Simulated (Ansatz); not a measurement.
PbO₂ (rutile, P4_2/mnm) under volume change, the program Ansatz at the PBEsol level (PAW), shape and atoms relaxed at each volume.

```csv
V (Å³/atom),E − E(relaxed) (meV/atom),P (GPa)
12.924,55.3,15.27
13.350,23.0,9.24
13.776,5.3,4.17
14.202,0.0,-0.01
14.628,4.6,-3.37
15.054,17.3,-6.06
15.480,36.3,-8.17
```

Problem. What does a third-order Birch–Murnaghan fit give for V₀, B₀ and B′?

Solution. V₀ = 14.21 Å³/atom, B₀ = 123 GPa, B′ = 5.8.

The cell was relaxed with PBEsol under the symmetry of its start; of distortions, only those at the zone centre were tested. Scalar-relativistic: spin–orbit coupling is off unless named, which matters more the heavier the elements.

Potentials: the later of the program's two PAW sets.
